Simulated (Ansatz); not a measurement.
Ti (hcp (Mg type), P6_3/mmc), a = b = 2.865 Å, c = 4.530 Å, α = β = 90.00°, γ = 120.00°.

Relaxed with LDA.

Problem. Decompose the optical modes at the zone centre into irreducible representations, and say which are infrared and Raman allowed.

Solution. Point group 6/mmm: Γ_opt = B1g + E2g. Infrared: none. Raman: E2g.

Problem. Assign frequencies (DFPT, the program Ansatz at the LDA level (PAW)).

Solution. E2g 106, B1g 215 cm⁻¹.

Subscripts of B labels follow the axes of the standard setting.

The LDA relaxation kept the symmetry of its start. The run is not spin-polarised. As this level gives no gap, phonon frequencies hold no LO–TO term and depend on the k-mesh and smearing (Fermi–Dirac, 0.1 eV here). Axis ratios of metals converge slowly with the k-mesh, so a and c are less sure than the volume.

Potentials: the earlier of the program's two PAW sets. The files were generated under PBE; for other functionals the program regenerates the frozen cores, and for LDA and PBEsol the local potential too.
